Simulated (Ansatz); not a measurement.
Al:
```yaml
crystal:
  lattice:
    - [0.00000, 2.00717, 2.00717]
    - [2.00717, 0.00000, 2.00717]
    - [2.00717, 2.00717, 0.00000]
  atoms:
    - { symbol: Al, position: [0.00000, 0.00000, 0.00000] }
```

Relaxed with PBEsol. Special points in fractions of this cell's reciprocal vectors: Γ (0.000, 0.000, 0.000); X (0.500, 0.000, 0.500); U (0.625, 0.250, 0.625); K (0.375, 0.375, 0.750); L (0.500, 0.500, 0.500); W (0.500, 0.250, 0.750).

Problem. List the band energies nearest the Fermi level at these points for plane-wave PAW PBEsol (Ansatz code).

Solution. In eV from the Fermi level; about four levels below and three above (degenerate sets whole), none deeper than 8.9 eV; … stands for higher levels left out; points with the same levels are listed once.

```tsv
k	below	above
Γ	–	…
X	-2.97 -1.62	5.23 …
U	-1.92 -1.40 -0.37	…
L	-4.67 -4.41	…
W	-0.87 -0.87	0.12 …
```

Space group Fm-3m (fcc (Cu type)). Symmetry was held in the PBEsol relaxation.

Potentials: the later of the program's two PAW sets.
